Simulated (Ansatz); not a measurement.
SiC (wurtzite)

```yaml
crystal:
  lattice:
    - [3.07548, 0.00000, 0.00000]
    - [-1.53774, 2.66344, 0.00000]
    - [0.00000, 0.00000, 5.04859]
  atoms:
    - { symbol: Si, position: [0.66667, 0.33333, 0.00050] }
    - { symbol: Si, position: [0.33333, 0.66667, 0.50050] }
    - { symbol: C, position: [0.66667, 0.33333, 0.62470] }
    - { symbol: C, position: [0.33333, 0.66667, 0.12470] }
```

Grid over V/V₀ and (c/a)/(c/a)₀, subscript 0 meaning the relaxed cell; the conventional c axis lies along z; no internal relaxation.

All values below come from r2SCAN (plane waves to 500 eV, PAW, scalar-relativistic; Ansatz, a program for electronic structure). k mesh 12×12×7 (Γ-centred), Fermi-Dirac smearing 0.05 eV. Stress and pressure are positive under compression. As the atoms are clamped, bonds stretch with the cell, which overstates energies and stresses. SiC was relaxed with its symmetry unable to fall. The PAW data are Ansatz's earlier set.

At one point of the scan the stress tensor (GPa) is:

```
   22.6      0.0      0.0
    0.0     22.6      0.0
    0.0      0.0     21.9
```

### Question
Which point is it?
A. V/V₀ = 0.920, (c/a)/(c/a)₀ = 1.000
B. V/V₀ = 1.000, (c/a)/(c/a)₀ = 1.027
C. V/V₀ = 0.920, (c/a)/(c/a)₀ = 0.973
D. V/V₀ = 0.973, (c/a)/(c/a)₀ = 1.000

### Answer
A, V/V₀ = 0.920, (c/a)/(c/a)₀ = 1.000

(A scan under strain: stresses follow from slopes of the energy per volume, elastic moduli from its curvatures.)
